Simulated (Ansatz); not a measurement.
YN (rock salt, Fm-3m), PBE in the plane-wave PAW code Ansatz. The conduction-band minimum lies at X, with 3 equivalent valleys. Second derivatives d²E/dk² of the lowest band at one valley (eV·Å²), along Cartesian directions:

| direction | d²E/dk² |
|---|---|
| [100] | 5.901 |
| [010] | 69.15 |
| [001] | 69.15 |
| [110] | 37.58 |
| [101] | 37.58 |
| [011] | 69.11 |

Q: Find the principal effective masses, the density-of-states mass and the conductivity mass.

A: Off-diagonal terms follow from H_xy = H[110] − (H_xx + H_yy)/2, and m*/mₑ = 7.620 eV·Å² over each eigenvalue: 0.11, 0.11, 1.3. One valley's DOS mass (m₁m₂m₃)^(1/3) = 0.25, conductivity mass 3/(Σ 1/mᵢ) = 0.16 mₑ.

Q: What effective density of states Nc follows at 300 K for parabolic valleys?

A: Nc = 2.509e19 × 3 × (0.25)^(3/2) ≈ 9.4e18 cm⁻³.

The PBE relaxation kept the symmetry of its start. The run is not spin-polarised. The volume moved by 18 % from the start of the relaxation. Spin–orbit coupling is left out wherever it is not named.

Potentials: the later of the program's two PAW sets.

Edges and masses are those of Kohn–Sham bands, whose gap is no quasiparticle gap.
